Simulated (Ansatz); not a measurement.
The elements of this relaxed trial crystal are hidden behind letters.

```
lattice vectors (Å)
  -4.6054    4.6054    4.6054
   4.6054   -4.6054    4.6054
   4.6054    4.6054   -4.6054
fractional positions
X 0.5000 0.5000 0.5000
X 0.0000 0.0000 0.5000
X 0.0000 0.5000 0.0000
X 0.5000 0.0000 0.0000
Z 0.0000 0.0000 0.0000
```

All numbers below come from Ansatz 0.2.0, DFT PBE, scalar-relativistic, plane waves, PAW. Plane waves to 420 eV, a 6×6×6 mesh through Γ for the 5-atom cell and 0.10 eV Gaussian smearing; no spin polarisation.

- Space group: Im-3m (No. 229)
- Conventional cell: a = 9.211 Å
- Volume per atom: 78.14 Å³
- Density: 2.78 g/cm³
- Formation energy: −0.20 eV/atom
- Gap on the 6×6×6 mesh of the 5-atom cell: 0 eV (a metal)

Energies are uncorrected and count from the elements' standard states at the same level.

**Question.** X is an s-block element of period 6 and Z is a p-block element of period 5. Which elements are they?

**Answer.** X = Cs, Z = Sb, so the formula is Cs4Sb. Density times volume gives a mean mass of 2.78 × 78.14/1.6605 = 130.8 u per atom, and this set has 130.7 u. Among the elements that the hints allow, noble gases aside, only these give it. Cs is surrounded by 2 Sb at 3.99 Å and 6 Cs at 4.61 Å; Sb has 8 Cs at 3.99 Å.

Spin–orbit coupling, which can matter for Sb, is left out. Symmetry constrained the relaxation, so the result can be a saddle point.
